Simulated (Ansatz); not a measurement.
A relaxation of cell and atoms of Zn2AsP3 in the borrowed K2NaCl3 type (No. 164) with the PAW code Ansatz, at the level PBEsol. It starts from a supercell of the PBEsol minimum, slightly strained and with each coordinate displaced at random by about 0.03 Å.

```yaml
crystal:
  lattice:
    - [7.1456125123, 0.0843971245, 0.0928926433]
    - [-1.7498581056, 3.0683360854, -0.0224931835]
    - [0.1164730652, 0.0021137466, 8.8765934264]
  atoms:
    - { symbol: Zn, position: [0.1688330524, 0.6808336665, 0.6516117721] }
    - { symbol: Zn, position: [0.335629065, 0.3303559985, 0.3429878799] }
    - { symbol: As, position: [-0.0027451156, -0.0141379427, -0.0034802232] }
    - { symbol: P, position: [0.1651245617, 0.6692638638, 0.1706011263] }
    - { symbol: P, position: [0.3362891834, 0.3425555672, 0.8259563022] }
    - { symbol: P, position: [-0.0010490841, -0.0017946564, 0.5040475861] }
    - { symbol: Zn, position: [0.6704020502, 0.6742543826, 0.65745132] }
    - { symbol: Zn, position: [0.8357345726, 0.3228170102, 0.3404654018] }
    - { symbol: As, position: [0.4963239789, -0.0001850605, -0.0002468453] }
    - { symbol: P, position: [0.6619966054, 0.6644811054, 0.1691909488] }
    - { symbol: P, position: [0.8341651999, 0.3451101156, 0.8360237898] }
    - { symbol: P, position: [0.4983275175, -0.0078014784, 0.4942019207] }
kpoints:
  mp_grid: { grid: [6, 6, 2] }
hamiltonian:
  xc: pbesol
scf:
  occupations: { method: fermi_dirac, width: 0.05 }
relax:
  f_tol: 0.01
  cell: {}
  max_steps: 120
```

Of the 29 recorded frames of the trajectory, 13 are shown, each with positions in Å and forces in eV/Å. The last, and any step after a large change of cell, is solved on a basis re-selected at its cell; pressure is positive in compression.

Step 1: energy 0.0 meV/atom from step 1, largest force component 0.309 eV/Å, pressure -1.41 GPa
```xyz
12
Lattice="7.1456 0.0844 0.0929 -1.7499 3.0683 -0.0225 0.1165 0.0021 8.8766" Properties=species:S:1:pos:R:3:forces:R:3 pbc="T T T"
Zn    0.0909    2.1047    5.7845    0.0465   -0.1533    0.2567
Zn    1.8601    1.0427    3.0683   -0.1088   -0.0833   -0.1609
As    0.0047   -0.0436   -0.0308   -0.0332    0.1441    0.2280
P     0.0287    2.0678    1.5146   -0.1469    0.0842    0.0629
P     1.8998    1.0812    7.3552    0.0658    0.0199    0.0489
P     0.0544   -0.0045    4.4742   -0.0610   -0.0263   -0.1576
Zn    3.6872    2.1268    5.8830   -0.1126   -0.1397    0.0168
Zn    5.4466    1.0618    3.0925   -0.0558    0.1189   -0.0052
As    3.5468    0.0413    0.0439    0.0903   -0.0280   -0.0174
P     3.5873    2.0951    1.5484    0.0354    0.0873   -0.0859
P     5.4541    1.1311    7.4908    0.0907   -0.1092   -0.3093
P     3.6321    0.0192    4.4333    0.1897    0.0853    0.1229
```

Step 2: energy -5.9 meV/atom from step 1, largest force component 0.204 eV/Å, pressure -0.24 GPa
```xyz
12
Lattice="7.0971 0.0023 0.0096 -1.7732 3.0665 0.0004 0.0122 0.0078 8.8737" Properties=species:S:1:pos:R:3:forces:R:3 pbc="T T T"
Zn    0.0129    2.0773    5.8086    0.0328   -0.1042    0.2042
Zn    1.7875    1.0173    3.0308   -0.0893   -0.0526   -0.1149
As   -0.0049   -0.0301   -0.0246    0.0214    0.0717    0.1288
P    -0.0304    2.0703    1.5129    0.0030    0.0354    0.0180
P     1.8029    1.0495    7.3527   -0.0679    0.0317   -0.0106
P    -0.0007   -0.0095    4.4717   -0.0183   -0.0015   -0.1292
Zn    3.5613    2.0552    5.8402   -0.0820   -0.0965    0.0403
Zn    5.3541    1.0084    3.0262   -0.0361    0.0859   -0.0107
As    3.5404    0.0007    0.0046    0.0365   -0.0297   -0.0203
P     3.5260    2.0512    1.5042    0.1229    0.0364   -0.0357
P     5.3269    1.0628    7.3984   -0.0413   -0.0154   -0.1587
P     3.5600   -0.0187    4.3928    0.1184    0.0389    0.0890
```

Step 3 (rejected): energy -2.2 meV/atom from step 1, largest force component 0.377 eV/Å, pressure +0.15 GPa
```xyz
12
Lattice="7.0964 0.0186 -0.1348 -1.7661 3.0746 0.0345 -0.1674 0.0045 8.8944" Properties=species:S:1:pos:R:3:forces:R:3 pbc="T T T"
Zn   -0.1216    2.0677    5.8715   -0.0730   -0.1318   -0.0013
Zn    1.6477    0.9516    2.9745    0.1492   -0.0589    0.1365
As    0.0316   -0.0337   -0.0152   -0.2389   -0.0611   -0.0462
P     0.1076    2.1438    1.4672   -0.3052    0.1035    0.0581
P     1.6066    1.1767    7.3463    0.2667   -0.0866   -0.0084
P    -0.1343   -0.1010    4.4675   -0.0464    0.0330   -0.0457
Zn    3.4253    2.0058    5.7930   -0.1411   -0.0334   -0.1074
Zn    5.2414    1.0258    2.9395   -0.0381   -0.0763    0.0986
As    3.5485   -0.0233   -0.0556    0.1829    0.1611   -0.0560
P     3.6409    2.2024    1.4425   -0.1471    0.0752   -0.1254
P     5.1495    1.1613    7.2702    0.3769   -0.0509    0.0147
P     3.4218   -0.1454    4.3355    0.0142    0.1260    0.0829
```

Step 4: energy -8.2 meV/atom from step 1, largest force component 0.077 eV/Å, pressure -0.20 GPa
```xyz
12
Lattice="7.1005 0.0196 -0.0212 -1.7666 3.0690 0.0030 -0.0256 -0.0059 8.8482" Properties=species:S:1:pos:R:3:forces:R:3 pbc="T T T"
Zn   -0.0133    2.0406    5.8332    0.0004   -0.0382   -0.0175
Zn    1.7473    0.9921    2.9993    0.0255    0.0325    0.0101
As    0.0026   -0.0205   -0.0219   -0.0527   -0.0563    0.0524
P     0.0114    2.1142    1.4883    0.0098    0.0451   -0.0107
P     1.7664    1.0793    7.3297    0.0665    0.0770    0.0049
P    -0.0423   -0.0559    4.4462    0.0131   -0.0014   -0.0291
Zn    3.5196    2.0190    5.8107   -0.0010   -0.0296   -0.0093
Zn    5.3179    1.0303    2.9993    0.0189    0.0010   -0.0095
As    3.5629    0.0059   -0.0152   -0.0750   -0.0738    0.0302
P     3.5839    2.1220    1.4750   -0.0180    0.0255    0.0023
P     5.3037    1.0967    7.3188    0.0537    0.0430   -0.0131
P     3.5315   -0.0614    4.3848   -0.0413   -0.0248   -0.0107
```

Q: Estimate where the relaxation ends.

A: The middle of the trajectory is left out here.
Step 5: energy -10.2 meV/atom from step 1, largest force component 0.283 eV/Å, pressure +0.78 GPa
```xyz
12
Lattice="7.0602 0.0511 -0.0410 -1.7436 3.1044 0.0039 -0.0498 -0.0166 8.7837" Properties=species:S:1:pos:R:3:forces:R:3 pbc="T T T"
Zn   -0.0152    1.9847    5.8034   -0.0782    0.0595   -0.1480
Zn    1.7085    1.0102    2.9608    0.0556   -0.0564    0.0654
As   -0.0152   -0.0326    0.0113   -0.0649   -0.1194   -0.2831
P     0.0596    2.2290    1.4631   -0.0412    0.0570    0.1180
P     1.7606    1.1910    7.2832    0.1245   -0.0434    0.0032
P    -0.0478   -0.1334    4.3708   -0.0937   -0.0453    0.1329
Zn    3.4966    1.9820    5.7357    0.0202    0.0684   -0.0618
Zn    5.2590    1.0646    2.9601   -0.0046   -0.1521    0.0430
As    3.5216   -0.0029   -0.0061   -0.0057   -0.0222   -0.1722
P     3.5863    2.2535    1.4697    0.0016    0.1405    0.1070
P     5.2807    1.2054    7.2274    0.1415    0.0838    0.1424
P     3.4667   -0.1437    4.3517   -0.0551    0.0296    0.0535
```

Step 6: energy -12.1 meV/atom from step 1, largest force component 0.519 eV/Å, pressure +2.58 GPa
```xyz
12
Lattice="7.0465 0.1235 -0.0502 -1.7098 3.1689 0.0007 -0.0600 -0.0311 8.6876" Properties=species:S:1:pos:R:3:forces:R:3 pbc="T T T"
Zn   -0.0072    1.9349    5.7350   -0.0051    0.1938   -0.3208
Zn    1.6707    1.0345    2.9332    0.0535   -0.0900    0.0233
As   -0.0292   -0.0569    0.0243    0.0278    0.0426   -0.4824
P     0.1498    2.4078    1.4342   -0.4707   -0.1349    0.4895
P     1.7982    1.3690    7.1951    0.2012   -0.5101   -0.1675
P    -0.0712   -0.2573    4.2878   -0.1495    0.0066    0.2750
Zn    3.5157    1.9721    5.6374    0.0425    0.1414   -0.1566
Zn    5.2102    1.1168    2.9381   -0.0467   -0.0948    0.0390
As    3.4863   -0.0050   -0.0070    0.3967    0.5187   -0.3285
P     3.6343    2.4894    1.4753   -0.1199   -0.0818    0.1407
P     5.3178    1.4014    7.1134    0.0802   -0.1326    0.3546
P     3.4015   -0.2510    4.3262   -0.0099    0.1412    0.1337
```

Step 23: energy -40.5 meV/atom from step 1, largest force component 0.021 eV/Å, pressure +0.05 GPa
```xyz
12
Lattice="7.4710 0.3047 -0.0173 -1.7375 3.2730 0.0172 -0.0070 0.0424 8.2197" Properties=species:S:1:pos:R:3:forces:R:3 pbc="T T T"
Zn    0.1082    2.5282    5.5042    0.0078    0.0033   -0.0051
Zn    1.6640    0.9804    2.9129    0.0004   -0.0110   -0.0006
As   -0.0719   -0.1467    0.0048   -0.0099    0.0044    0.0188
P     0.2466    2.4775    1.4463    0.0053    0.0050    0.0046
P     2.2139    1.5306    6.6677   -0.0063   -0.0113   -0.0112
P    -0.1903   -0.4051    3.9828    0.0032    0.0119   -0.0038
Zn    3.8449    2.6829    5.4972    0.0075    0.0012   -0.0082
Zn    5.3980    1.1329    2.9046    0.0016   -0.0123   -0.0024
As    3.6632    0.0047   -0.0055   -0.0098    0.0046    0.0213
P     3.9816    2.6303    1.4374    0.0021    0.0052    0.0072
P     5.9495    1.6833    6.6613   -0.0075   -0.0121   -0.0150
P     3.5454   -0.2534    3.9752    0.0055    0.0113   -0.0056
```

Step 24: energy -40.5 meV/atom from step 1, largest force component 0.007 eV/Å, pressure -0.01 GPa
```xyz
12
Lattice="7.4606 0.3050 -0.0180 -1.7349 3.2789 0.0157 -0.0080 0.0375 8.2212" Properties=species:S:1:pos:R:3:forces:R:3 pbc="T T T"
Zn    0.1108    2.5292    5.5045   -0.0015   -0.0028   -0.0007
Zn    1.6646    0.9810    2.9132    0.0002    0.0004    0.0011
As   -0.0745   -0.1507    0.0062    0.0046    0.0016   -0.0067
P     0.2417    2.4826    1.4466   -0.0074   -0.0014    0.0039
P     2.2044    1.5314    6.6659    0.0073    0.0061    0.0002
P    -0.1851   -0.4086    3.9839   -0.0003   -0.0009    0.0016
Zn    3.8415    2.6816    5.4961   -0.0021   -0.0032   -0.0006
Zn    5.3948    1.1346    2.9038   -0.0014   -0.0002    0.0014
As    3.6560    0.0022   -0.0033    0.0030   -0.0014   -0.0056
P     3.9714    2.6355    1.4379   -0.0062   -0.0020    0.0034
P     5.9347    1.6844    6.6570    0.0074    0.0032    0.0008
P     3.5462   -0.2572    3.9752   -0.0035    0.0007    0.0014
```

Step 25: energy -41.9 meV/atom from step 1, largest force component 0.008 eV/Å, pressure +0.10 GPa
```xyz
12
Lattice="7.4606 0.3050 -0.0180 -1.7349 3.2789 0.0157 -0.0080 0.0375 8.2212" Properties=species:S:1:pos:R:3:forces:R:3 pbc="T T T"
Zn    0.1108    2.5292    5.5045   -0.0015   -0.0023   -0.0004
Zn    1.6646    0.9810    2.9132   -0.0004   -0.0003    0.0016
As   -0.0745   -0.1507    0.0062    0.0043    0.0012   -0.0067
P     0.2417    2.4826    1.4466   -0.0072   -0.0009    0.0050
P     2.2044    1.5314    6.6659    0.0076    0.0060   -0.0011
P    -0.1851   -0.4086    3.9839    0.0000   -0.0008    0.0009
Zn    3.8415    2.6816    5.4961   -0.0020   -0.0027   -0.0002
Zn    5.3948    1.1346    2.9038   -0.0020   -0.0009    0.0019
As    3.6560    0.0022   -0.0033    0.0027   -0.0018   -0.0056
P     3.9714    2.6355    1.4379   -0.0061   -0.0015    0.0045
P     5.9347    1.6844    6.6570    0.0077    0.0032   -0.0006
P     3.5462   -0.2572    3.9752   -0.0033    0.0008    0.0007
```

Step 26: energy -41.9 meV/atom from step 1, largest force component 0.008 eV/Å, pressure +0.06 GPa
```xyz
12
Lattice="7.4670 0.3138 -0.0193 -1.7328 3.2860 0.0167 -0.0094 0.0395 8.2071" Properties=species:S:1:pos:R:3:forces:R:3 pbc="T T T"
Zn    0.1145    2.5410    5.4974    0.0056    0.0059   -0.0020
Zn    1.6641    0.9856    2.9109   -0.0017   -0.0015   -0.0012
As   -0.0760   -0.1554    0.0052    0.0019   -0.0038    0.0029
P     0.2420    2.4933    1.4474    0.0010   -0.0022   -0.0079
P     2.2101    1.5436    6.6490   -0.0064   -0.0005    0.0079
P    -0.1853   -0.4145    3.9760   -0.0009    0.0020    0.0011
Zn    3.8481    2.6979    5.4877    0.0055    0.0059   -0.0021
Zn    5.3978    1.1424    2.9011   -0.0018   -0.0017   -0.0012
As    3.6575    0.0015   -0.0044    0.0022   -0.0036    0.0022
P     3.9754    2.6501    1.4377    0.0015   -0.0020   -0.0082
P     5.9436    1.7003    6.6394   -0.0063   -0.0001    0.0075
P     3.5481   -0.2575    3.9664   -0.0007    0.0016    0.0010
```

Step 27: energy -41.9 meV/atom from step 1, largest force component 0.007 eV/Å, pressure -0.02 GPa
```xyz
12
Lattice="7.4642 0.3106 -0.0182 -1.7335 3.2913 0.0147 -0.0080 0.0346 8.2080" Properties=species:S:1:pos:R:3:forces:R:3 pbc="T T T"
Zn    0.1154    2.5476    5.4994    0.0004   -0.0020   -0.0015
Zn    1.6635    0.9811    2.9113   -0.0010   -0.0011    0.0016
As   -0.0741   -0.1575    0.0064   -0.0018    0.0034   -0.0059
P     0.2384    2.4948    1.4441    0.0011    0.0007    0.0066
P     2.2076    1.5447    6.6480    0.0024    0.0004   -0.0014
P    -0.1822   -0.4218    3.9760   -0.0001   -0.0008    0.0002
Zn    3.8475    2.7027    5.4903    0.0004   -0.0019   -0.0011
Zn    5.3957    1.1365    2.9022   -0.0012   -0.0013    0.0016
As    3.6580   -0.0022   -0.0028   -0.0023    0.0030   -0.0054
P     3.9706    2.6501    1.4351    0.0006    0.0007    0.0067
P     5.9397    1.7001    6.6388    0.0020   -0.0005   -0.0013
P     3.5500   -0.2666    3.9670   -0.0006   -0.0005    0.0000
```

Step 28: energy -41.9 meV/atom from step 1, largest force component 0.001 eV/Å, pressure 0.00 GPa
```xyz
12
Lattice="7.4690 0.3130 -0.0181 -1.7336 3.2891 0.0159 -0.0078 0.0382 8.2064" Properties=species:S:1:pos:R:3:forces:R:3 pbc="T T T"
Zn    0.1160    2.5487    5.4988    0.0005   -0.0005   -0.0003
Zn    1.6627    0.9818    2.9118   -0.0004    0.0003    0.0005
As   -0.0748   -0.1562    0.0056    0.0011    0.0011    0.0006
P     0.2422    2.4942    1.4457   -0.0003   -0.0003    0.0002
P     2.2121    1.5461    6.6478   -0.0001    0.0004   -0.0009
P    -0.1844   -0.4192    3.9742   -0.0009   -0.0008   -0.0001
Zn    3.8504    2.7053    5.4897    0.0005   -0.0005   -0.0004
Zn    5.3971    1.1383    2.9029   -0.0002    0.0002    0.0003
As    3.6597    0.0003   -0.0034    0.0009    0.0010    0.0006
P     3.9767    2.6507    1.4367   -0.0002   -0.0004    0.0003
P     5.9465    1.7027    6.6387    0.0000    0.0003   -0.0007
P     3.5500   -0.2627    3.9652   -0.0008   -0.0009   -0.0002
```

Step 29: energy -41.9 meV/atom from step 1, largest force component 0.001 eV/Å, pressure 0.00 GPa
```xyz
12
Lattice="7.4690 0.3130 -0.0181 -1.7336 3.2891 0.0159 -0.0078 0.0382 8.2064" Properties=species:S:1:pos:R:3:forces:R:3 pbc="T T T"
Zn    0.1160    2.5487    5.4988    0.0005   -0.0005   -0.0003
Zn    1.6627    0.9818    2.9118   -0.0004    0.0003    0.0005
As   -0.0748   -0.1562    0.0056    0.0011    0.0011    0.0006
P     0.2422    2.4942    1.4457   -0.0003   -0.0003    0.0003
P     2.2121    1.5461    6.6478   -0.0001    0.0004   -0.0009
P    -0.1844   -0.4192    3.9742   -0.0009   -0.0008   -0.0001
Zn    3.8504    2.7053    5.4897    0.0005   -0.0005   -0.0004
Zn    5.3971    1.1383    2.9029   -0.0002    0.0002    0.0003
As    3.6597    0.0003   -0.0034    0.0009    0.0010    0.0007
P     3.9767    2.6507    1.4367   -0.0002   -0.0004    0.0003
P     5.9465    1.7027    6.6387    0.0000    0.0004   -0.0007
P     3.5500   -0.2627    3.9652   -0.0008   -0.0009   -0.0002
```

The walk took 27 steps and changed the volume by +5.2 %. The last SCF, on a fresh basis, lies 41.9 meV an atom below the first. At the end: space group P1 (No. 1), triclinic; conventional cell a = 3.718 Å, b = 3.738 Å, c = 8.207 Å, α = 89.8°, β = 89.5°, γ = 64.6°, 17.17 Å³ an atom. Zn has 5 P at 2.32–2.59 Å; Zn has 5 P at 2.31–2.55 Å; As has 4 P at 2.35–2.60 Å; P has 2 Zn at 2.33–2.54 Å and 2 As at 2.35–2.58 Å; P has 3 Zn at 2.32–2.59 Å and 2 As at 2.39–2.60 Å; P has 5 Zn at 2.31–2.55 Å.

Q: It ran on 1 × NVIDIA H100 80GB HBM3 with 2 threads of AMD EPYC 7R13 Processor (Zen 3) (shared host), load about 1.9 per core. About how long did it take, and how much host memory at the peak?

A: About 3.6 min, with a peak of 1.3 GiB.

(Calculated; spin-unpolarised; the phase may be known or hypothetical.)

Overlapping bands make a metal at that level, for which these meshes are coarse; small forces, stresses and energy differences are uncertain.
